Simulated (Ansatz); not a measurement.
Data:

VW₃:
Space group Fm-3m (No. 225); a = b = c = 6.244 Å, α = β = γ = 90.00°

```
atom  site  symmetry       x       y       z
----  ----  --------  ------  ------  ------
V       4a      m-3m  0.0000  0.0000  0.0000
W       8c      -43m  0.2500  0.2500  0.2500
W       4b      m-3m  0.5000  0.5000  0.5000
```
(The calculation used a cell of 4 atoms; values per cell refer to that cell.)

This is the r²SCAN-relaxed structure.

### Question
All from r²SCAN (plane waves, PAW; program Ansatz), unless another level is named. Give the formation energy from the elements (no fitted shifts).

### Answer
-0.097 eV/atom.

### Question
Next, the density of states at the Fermi level?

### Answer
0.43 states/eV per atom (mean over ±0.08 eV).

The first step of the workflow began from a Materials Project structure, measured or hypothetical; the Crystallography Open Database copy checked does not list it. With V and W taken as one species the cell has the higher symmetry Im-3m, so it may be an ordered model of a mixed-site phase. Whether it is the stable phase at ambient conditions was not checked. The r²SCAN relaxation kept the symmetry of its start; its stability against distortions is not shown here. The run is not spin-polarised. The references are the lowest solids computed at this level, not always the standard phases. Scalar-relativistic: spin–orbit coupling is off unless named, which matters more the heavier the elements.

Potentials: the later of the program's two PAW sets.
